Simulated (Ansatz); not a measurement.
ScGa3:
```
CELL_PARAMETERS angstrom
      4.07505     0.00000     0.00000
      0.00000     4.07505     0.00000
      0.00000     0.00000     4.07505
ATOMIC_POSITIONS crystal
  Sc 0.00000 0.00000 0.00000
  Ga 0.00000 0.50000 0.50000
  Ga 0.50000 0.00000 0.50000
  Ga 0.50000 0.50000 0.00000
```

Relaxed with r²SCAN. Special points in fractions of this cell's reciprocal vectors: Γ (0.000, 0.000, 0.000); X (0.000, 0.500, 0.000); M (0.500, 0.500, 0.000); R (0.500, 0.500, 0.500).

Q: List the band energies nearest the Fermi level at these points for r²SCAN in the plane-wave PAW code Ansatz.

A: In eV from the Fermi level; about four levels below and three above (degenerate sets whole), none deeper than 8.9 eV; points with the same levels are listed once.

```
k                          below                above
-  -----------------------------  -------------------
Γ  -3.32 -3.32 -2.31 -2.31 -2.31       1.83 1.83 1.83
X        -1.91 -1.91 -1.34 -1.16       1.36 1.36 1.95
M  -6.99 -6.99 -4.80 -0.55 -0.55  1.52 1.95 2.49 2.49
R        -4.90 -3.51 -3.51 -3.51       2.63 2.76 2.76
```

Space group Pm-3m (Cu3Au type). The workflow started from an entry of the Crystallography Open Database (COD). Its standing as an ambient phase is unchecked. Symmetry was held in the r²SCAN relaxation; its stability against distortions is not shown here. No spin polarisation was allowed. Spin–orbit coupling is left out wherever it is not named.

Potentials: the later of the program's two PAW sets.
